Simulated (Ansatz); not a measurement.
**Clamped-ion strain scan in HfO$_{2}$**

Level of theory: Ansatz 0.2.0, DFT PBE, scalar-relativistic, plane waves, PAW. Settings: plane waves to 420 eV, k-mesh 8×8×8 (Γ-centred), Gaussian smearing 0.05 eV. Spin–orbit coupling is left out, which can shift energies with elements as heavy as these. No spin polarisation. Energies are free energies at this smearing, counted from the undisturbed cell; pressure is positive in compression.

Zero of the scan (as given, not relaxed at this level; it stands at -2.5 GPa; this fluorite-type form isn't the usual structure):

```
Hf O
1.0
     0.00000    2.55750    2.55750
     2.55750    0.00000    2.55750
     2.55750    2.55750    0.00000
Hf O
1 2
Direct
  0.00000 0.00000 0.00000
  0.25000 0.25000 0.25000
  0.75000 0.75000 0.75000
```

The cell is strained by ε times the Voigt pattern (0, 0, 0, 0, 0, 1) (xx, yy, zz, yz, xz, xy; engineering shear) with fractional coordinates fixed.

(ε, ΔE (meV/atom)): (-0.0200, 1.1), (-0.0100, 0.2), (0.0000, 0.0), (0.0025, 0.0), (0.0050, 0.0), (0.0075, 0.1), (0.0125, 0.4), (0.0150, 0.6), (0.0175, 0.8)

By symmetry 0.0200 repeats -0.0200, -0.0150 repeats 0.0150, 0.0100 repeats -0.0100, -0.0050 repeats 0.0050 in energy, with the opposite slope along the path.